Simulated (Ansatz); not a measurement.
A 2-atom cell of NaCl started from a crystallographic database, relaxed with r2SCAN, was run in the plane-wave code Ansatz under altered settings. All numbers are computed, without spin polarisation but where a row says otherwise.

```
CELL_PARAMETERS angstrom
0.00000 2.80273 2.80273
2.80273 0.00000 2.80273
2.80273 2.80273 0.00000
ATOMIC_POSITIONS crystal
Na 0.00000 0.00000 0.00000
Cl 0.50000 0.50000 0.50000
```

The base run's other keys:
```yaml
kpoints:
  mp_grid: { grid: [4, 4, 4] }
hamiltonian:
  xc: hse06
scf:
  occupations: { method: fixed }
  n_extra_bands: 4
```

It takes 9 iterations with 869 plane waves at 420 eV and 8 k points, and leaves a mean stress of +0.70 GPa. The gap over this mesh is 6.560 eV. It ran on 4 threads of Arm Neoverse N1, with other jobs on the host.

Outcomes, with energy and stress as changes against the base:
```csv
setting,outcome,ΔF (meV/atom),Δ mean stress (GPa),gap on the mesh (eV),iterations,wall time
scf.exx.singularity: wigner_seitz,converged,0.0,0.0,6.560,9,4.6 s
scf.exx.ecutfock_ratio: 4,converged,0.0,0.0,6.560,9,4.7 s
hamiltonian.xc: cam_b3lyp,converged,–,-0.5,9.517,11,6.1 s
scf.exx.max_outer_iter: 1,refused,–,–,–,–,0.61 s
scf.n_extra_bands: 1,converged,0.0,0.0,6.560,11,4.6 s
```
A dash marks a value that wasn't obtained or can't be compared. Stress is positive in compression. The base took 4.6 s.

- hamiltonian.xc: cam_b3lyp. The mean stress moves by -0.5 GPa and the gap on the mesh by +2.957 eV (to 9.517). It's another functional on the same cell, so totals aren't comparable.
- scf.exx.max_outer_iter: 1. It is rejected at once. Error: invalid value for `scf.exx.max_outer_iter`: an exchange loop that starts behind the semilocal warm-up accepts no state before cycle 2, and this deck runs one: type 2 or more, or drop the key

Within 1 meV an atom, 0.1 GPa and 0.005 eV of the base stay: scf.exx.singularity: wigner_seitz; scf.exx.ecutfock_ratio: 4; scf.n_extra_bands: 1.

The program warns that its thresholds are loose for a hybrid's stress.

The meshes of the hybrids are coarse, so their gaps aren't converged to the digits shown.
